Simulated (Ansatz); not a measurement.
An ordered 4-atom cell of Ga2SbP on the zincblende lattice (P-4m2), relaxed with r2SCAN. It is tetragonal, P-4m2 (No. 115); a = 4.093 Å, c = 5.803 Å in the conventional setting, 24.30 Å³ an atom. P has 4 Ga at 2.42 Å; Ga has 2 P at 2.42 Å and 2 Sb at 2.60 Å; Sb has 4 Ga at 2.60 Å.

```
P Ga Sb
1.0
     4.09262    0.00000    0.00000
     0.00000    4.09262    0.00000
     0.00000    0.00000    5.80349
P Ga Sb
1 2 1
Direct
  0.00000 0.00000 0.00000
  0.00000 0.50000 0.77597
  0.50000 0.00000 0.22403
  0.50000 0.50000 0.50000
```

3 runs of Ansatz on this cell differ in the functional (and in the settings that go with it). Levels are in eV from each run's valence top; v1 is the last filled band, c1 the first empty one.

Run A, mean stress 0.0 GPa (compression positive):

| point | v5 | v3 | v1 | c1 | c2 | c3 |
| --- | --- | --- | --- | --- | --- | --- |
| Γ | -3.14 | -0.26 | 0.00 | 0.49 | 1.19 | 2.10 |
| X | -5.78 | -3.53 | -0.70 | 1.91 | 3.38 | 4.85 |
| M | -7.22 | -2.94 | -2.61 | 1.13 | 1.36 | 1.36 |
| Z | -3.96 | -2.67 | -1.22 | 1.22 | 1.86 | 3.11 |

Run B, mean stress +0.4 GPa (compression positive):

| point | v5 | v3 | v1 | c1 | c2 | c3 |
| --- | --- | --- | --- | --- | --- | --- |
| Γ | -3.28 | -0.25 | 0.00 | 0.86 | 1.60 | 2.47 |
| X | -6.08 | -3.69 | -0.72 | 2.39 | 3.80 | 5.29 |
| M | -7.60 | -3.05 | -2.68 | 1.44 | 1.74 | 1.74 |
| Z | -4.14 | -2.78 | -1.25 | 1.68 | 2.22 | 3.57 |

Run C, mean stress +2.1 GPa (compression positive):

| point | v5 | v3 | v1 | c1 | c2 | c3 |
| --- | --- | --- | --- | --- | --- | --- |
| Γ | -3.00 | -0.25 | 0.00 | 0.14 | 0.96 | 1.74 |
| X | -5.62 | -3.41 | -0.67 | 1.62 | 3.05 | 4.49 |
| M | -7.00 | -2.81 | -2.48 | 0.90 | 1.13 | 1.13 |
| Z | -3.92 | -2.55 | -1.17 | 1.00 | 1.62 | 2.78 |

Question: Match the runs to PBE, r2SCAN, HSE06.

Answer: A is r2SCAN, B is HSE06, C is PBE. In order of the gap: PBE 0.14, r2SCAN 0.49, HSE06 0.86 eV. The stress vanishes for r2SCAN, which relaxed the cell.

Values at 0 K without nuclear motion; spin polarisation is off, and the phase may be a hypothetical one.

Spin-orbit coupling is left out, which matters wherever the heavy atoms make up the band edges.

The stress of a hybrid is loosely converged in these runs.

The meshes of the hybrids are coarse, so their gaps aren't converged to the digits shown.
